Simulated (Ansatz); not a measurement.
VGe₂ in space group P6_222 (No. 180; V on 3c, Ge on 6i) under volume change, PBEsol in the plane-wave PAW code Ansatz, shape and atoms relaxed at each volume.

```tsv
V (Å³/atom)	E − E(relaxed) (meV/atom)	P (GPa)
12.932	63.8	17.45
13.358	26.7	10.62
13.785	6.3	4.87
14.211	0.0	0.01
14.637	[?]	[?]
15.064	21.2	-7.52
15.490	[?]	[?]
```

### Question
Some entries are withheld; supply them.

### Answer

- 15.490, E − E(relaxed) (meV/atom): 45.1
- 15.490, P (GPa): -10.41
- 14.637, E − E(relaxed) (meV/atom): 5.6
- 14.637, P (GPa): -4.08

### Question
What does a third-order Birch–Murnaghan fit give for V₀, B₀ and B′?

### Answer
V₀ = 14.21 Å³/atom, B₀ = 148 GPa, B′ = 4.7.

The workflow started from a Materials Project entry (that database holds measured and hypothetical structures alike); the Crystallography Open Database copy checked does not list it. Its standing as an ambient phase is unchecked. The cell was relaxed with PBEsol under the symmetry of its start; whether a distortion lowers the energy is not shown. The workflow began spin-polarised and lost its moments.

Potentials: the later of the program's two PAW sets.
